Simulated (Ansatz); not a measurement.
Si₂W (fluorite or antifluorite type, space group No. 225) at seven volumes, r²SCAN in the plane-wave PAW code Ansatz, scaled uniformly. One row is withheld.

```csv
V (Å³/atom),P (GPa)
15.207,17.07
15.708,10.48
16.210,4.75
16.711,0.00
17.212,-3.97
17.714,-7.33
18.215,?
```

Question: Fit the shown pressures and predict the withheld one.

Answer: P = (3/2)B₀(x^(7/2) − x^(5/2))[1 + (3/4)(B′ − 4)(x − 1)] with x = (V₀/V)^(2/3). Least squares on the six rows gives V₀ = 16.715 Å³/atom, B₀ = 145 GPa, B′ = 4.68. At V = 18.215, x = 0.9443 and P = -10.20 GPa. The run itself gave -10.40 GPa.

Space group Fm-3m (fluorite or antifluorite type). A made-up cell: these elements were put on the sites of a structure type; neither database checked (COD, Materials Project) lists it. It is not the phase usual at ambient conditions (space group No. 139). Symmetry was held in the r²SCAN relaxation. At this level the phase is mechanically unstable. The run is not spin-polarised. Spin–orbit coupling is left out wherever it is not named.

Potentials: the later of the program's two PAW sets.
